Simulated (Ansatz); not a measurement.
ZrB$_{2}$:
```cif
data_B2Zr
_chemical_formula_sum 'Zr1 B2'
_space_group_name_H-M_alt 'P6/mmm'
_space_group_IT_number 191
_space_group_name_Hall '-P 6 2'
_cell_length_a 3.16727
_cell_length_b 3.16727
_cell_length_c 3.55203
_cell_angle_alpha 90.000
_cell_angle_beta 90.000
_cell_angle_gamma 120.000
loop_
_atom_site_label
_atom_site_type_symbol
_atom_site_symmetry_multiplicity
_atom_site_Wyckoff_symbol
_atom_site_fract_x
_atom_site_fract_y
_atom_site_fract_z
_atom_site_occupancy
Zr1 Zr 1 a 0.00000 0.00000 0.00000 1
B1 B 2 d 0.33333 0.66667 0.50000 1
```

Relaxed at zero pressure with DFT-r²SCAN in the program Ansatz with PAW potentials.

Task: The volume is lowered by 6 % and shape and atoms relax at that volume. What pressure results, and how do the axes share the change?

Result: 16.9 GPa; a -1.9 %, b -1.9 %, c -2.3 %; the energy rises by 31 meV/atom.

Task: Give the new structure.

Result: 
Space group P6/mmm (No. 191); a = 3.106 Å, b = 3.106 Å, c = 3.471 Å, α = 90.00°, β = 90.00°, γ = 120.00°

```csv
atom,site,symmetry,x,y,z
Zr,1a,6/mmm,0.0000,0.0000,0.0000
B,2d,-6m2,0.3333,0.6667,0.5000
```

The phase is kept; no other phase was compared at this pressure.

Symmetry was held in the r²SCAN relaxation. No spin polarisation was allowed.

Potentials: the earlier of the program's two PAW sets. The files were generated under PBE; for other functionals the program regenerates the frozen cores, and for LDA and PBEsol the local potential too.
